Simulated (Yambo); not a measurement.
```
CELL_PARAMETERS angstrom
      0.00000     3.45303     3.45303
      3.45303     0.00000     3.45303
      3.45303     3.45303     0.00000
ATOMIC_POSITIONS crystal
  Cl 0.75000 0.75000 0.75000
  Cl 0.25000 0.25000 0.25000
  Sr 0.00000 0.00000 0.00000
```

SrCl₂ (fluorite, space group Fm-3m, No. 225): mean Im ε in 1 eV windows above the direct gap of 8.03 eV, for different electron-hole kernels (Yambo, broadening 0.15 eV, PBEsol (Quantum ESPRESSO, PseudoDojo norm-conserving, 68 Ry, with spin-orbit coupling) bands; 4×4×4 mesh, 12 valence and 18 conduction bands, static screening with 84 bands and a 4 Ry block, scissor 2.69 eV, Tamm-Dancoff; field along x).

```tsv
window (eV)	independent quasiparticles	RPA (no attraction)	BSE
8.0 to 9.0	0.7	0.5	6.8
9.0 to 10.0	3.2	2.1	4.2
10.0 to 11.0	6.3	4.5	2.4
11.0 to 12.0	3.9	3.5	2.0
12.0 to 13.0	3.7	3.3	1.4
13.0 to 14.0	2.0	2.1	1.7
```

This run doesn't resolve bound excitons or single peaks, so only averages are given, and they too depend on the mesh; weight that the attraction moves below the gap isn't listed. All transitions below 14.39 eV are in the band window. The scissor comes from a G0W0 run whose convergence isn't established.

Geometry relaxed with PBEsol.
